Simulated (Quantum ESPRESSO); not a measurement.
Band energies of BaSnO$_{3}$

```
BaSnO3
1.0
    4.14347     0.00000     0.00000
    0.00000     4.14347     0.00000
    0.00000     0.00000     4.14347
O Sn Ba
3 1 1
Direct
  0.00000   0.50000   0.00000
  0.50000   0.00000   0.00000
  0.00000   0.00000   0.50000
  0.00000   0.00000   0.00000
  0.50000   0.50000   0.50000
```

PBEsol (pw.x of Quantum ESPRESSO, ONCV potentials, with spin-orbit coupling); path ΓXMΓRX,MR; energies in eV from the valence-band maximum.

```
k (1/Å)  point  band 42  band 43  band 44  band 45  band 46  band 47  band 48  band 49
-------  -----  -------  -------  -------  -------  -------  -------  -------  -------
0.00         Γ    -0.45     0.66     0.66     4.88     4.88     4.88     4.88     7.21
0.51              -0.77     3.57     3.57     6.21     6.21     6.37     6.37     7.56
0.76         X    -0.94     4.70     4.70     6.71     6.71     6.98     6.98     7.71
1.14              -0.46     5.34     5.34     7.08     7.08     7.85     7.85     7.89
1.52         M    -0.05     6.54     6.54     7.69     7.69     7.87     7.87     7.93
2.05              -0.36     3.63     3.63     6.20     6.20     6.76     6.76     7.94
2.41              -0.46     1.26     1.26     5.10     5.10     5.11     5.11     7.33
2.59         Γ    -0.45     0.66     0.66     4.88     4.88     4.88     4.88     7.21
2.92              -0.47     2.14     2.14     5.55     5.55     5.56     5.56     7.48
3.25              -0.46     4.21     4.21     6.68     6.68     6.74     6.74     7.85
3.74              -0.05     5.14     5.14     5.37     5.37     5.44     5.44     8.59
3.90         R     0.00     4.95     4.95     5.17     5.17     5.17     5.17     8.79
4.06              -0.04     5.13     5.13     5.34     5.34     5.41     5.41     8.61
4.51              -0.49     5.38     5.38     7.00     7.00     7.41     7.41     7.46
4.82              -0.90     4.79     4.79     6.78     6.78     7.10     7.10     7.84
4.97         X    -0.94     4.70     4.70     6.71     6.71     6.98     6.98     7.71
4.97         M    -0.05     6.54     6.54     7.69     7.69     7.87     7.87     7.93
5.16              -0.05     6.34     6.34     7.20     7.20     7.39     7.39     7.85
5.73         R     0.00     4.95     4.95     5.17     5.17     5.17     5.17     8.79
```

The PBEsol gap is indirect, 0.66 eV, from R to Γ; the smallest direct gap is 1.11 eV.

The cell is held in this high symmetry; tilts and polar distortions were not searched.

Geometry of the Materials Project entry, not relaxed at this level.
